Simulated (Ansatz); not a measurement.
FePt:
```
FePt
1.0
    2.72924     0.00000     0.00000
    0.00000     2.72924     0.00000
    0.00000     0.00000     3.76291
Fe Pt
1 1
Direct
  0.50000   0.50000   0.50000
  0.00000   0.00000   0.00000
```
Starting moments (μB, in the order of the atoms Fe Pt): 3.0 0.4.

Relaxed with PBE.

Tabulate the valence density and the electron localisation function along the shortest Pt–Pt contact (2.73 Å), PBE (plane waves, PAW; program Ansatz).



```tsv
distance from Pt (Å)	density (e/Å³)	ELF
0.27	10.44	0.68
0.41	8.44	0.67
0.55	5.96	0.62
0.68	3.63	0.53
0.82	1.91	0.41
0.96	0.97	0.31
1.09	0.61	0.27
1.23	0.46	0.30
1.36	0.42	0.32
1.50	0.46	0.30
1.64	0.61	0.27
1.77	0.97	0.31
1.91	1.91	0.41
2.05	3.63	0.53
2.18	5.96	0.62
2.32	8.44	0.67
2.46	10.44	0.68
```

The density is the valence pseudo-density with augmentation charge, so density and ELF within about 1 Å of a nucleus are not all-electron values.

Space group P4/mmm (L1₀ or tetragonal B2). Symmetry was held in the PBE relaxation. Magnetic state: ferromagnetic, chosen from 5 collinear starts compared on coarse meshes (ties went to the first, and starts can fall back to one state), not a proven ground state. Textbook magnetic order: ferromagnetic. Spin–orbit coupling is left out wherever it is not named.

Potentials: the later of the program's two PAW sets.
